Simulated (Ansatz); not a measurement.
CuCl:
```
CELL_PARAMETERS angstrom
      0.00000     2.71160     2.71160
      2.71160     0.00000     2.71160
      2.71160     2.71160     0.00000
ATOMIC_POSITIONS crystal
  Cu 0.00000 0.00000 0.00000
  Cl 0.75000 0.75000 0.75000
```

This is the PBE-relaxed structure.

Q: All from DFT-PBE in the program Ansatz with PAW potentials, unless another level is named. Predict the band gap.

A: 0.52 eV (direct).

Q: And the formation energy from the elements (no fitted shifts)?

A: -0.38 eV/atom.

Q: Next, the hole effective mass, band 1 of 3 at the edge?

A: 1.6 along [100], 6.6 along [110], 3.2 along [111] (mₑ).

Q: What about the weight of the conduction-edge state by species (Voronoi cells)?

A: Cu 63 %, Cl 37 %.

Q: What about the valence-band maximum?

A: at Γ.

Space group F-43m (zinc blende). The cell was relaxed with PBE under the symmetry of its start. The run is not spin-polarised. The references are the lowest solids computed at this level, not always the standard phases (solids in place of the gases).

Potentials: the earlier of the program's two PAW sets.
